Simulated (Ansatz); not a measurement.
### Question
Each is relaxed and computed with plane-wave PAW PBEsol (Ansatz code). Which alone has a direct gap?
A. MgInGaO4, R3m (Pearson symbol hR7)
B. BaInHO2, P4/mmm (Ba on 1d, In on 1a, O on 2f, H on 1b)
C. MgO, CsCl type
D. MgIn2O4, spinel

### Answer
D, MgIn2O4, spinel. MgIn2O4: gap 1.92 eV (direct); MgInGaO4: gap 2.07 eV (indirect); BaInHO2: gap 0.71 eV (indirect); MgO: gap 2.47 eV (indirect). Constructed cells (a structure type filled with these elements, in neither database checked): MgInGaO4, R3m (Pearson symbol hR7). Built on a structure type that need not be the filed one of that space group: MgIn2O4, spinel. Typed or built starts, not in the databases checked: BaInHO2, P4/mmm (Ba on 1d, In on 1a, O on 2f, H on 1b). Not the usual ambient phase: MgO, CsCl type. Standing as an ambient phase not checked: MgIn2O4, spinel. Unstable at this level: BaInHO2, P4/mmm (Ba on 1d, In on 1a, O on 2f, H on 1b); MgO, CsCl type. All cells were relaxed under the symmetry of their starts (and spin orders); stability against distortions was not tested throughout. Scalar-relativistic: spin–orbit coupling is off unless named, which matters more the heavier the elements.

Potentials: the earlier of the program's two PAW sets. The files were generated under PBE; for other functionals the program regenerates the frozen cores, and for LDA and PBEsol the local potential too.
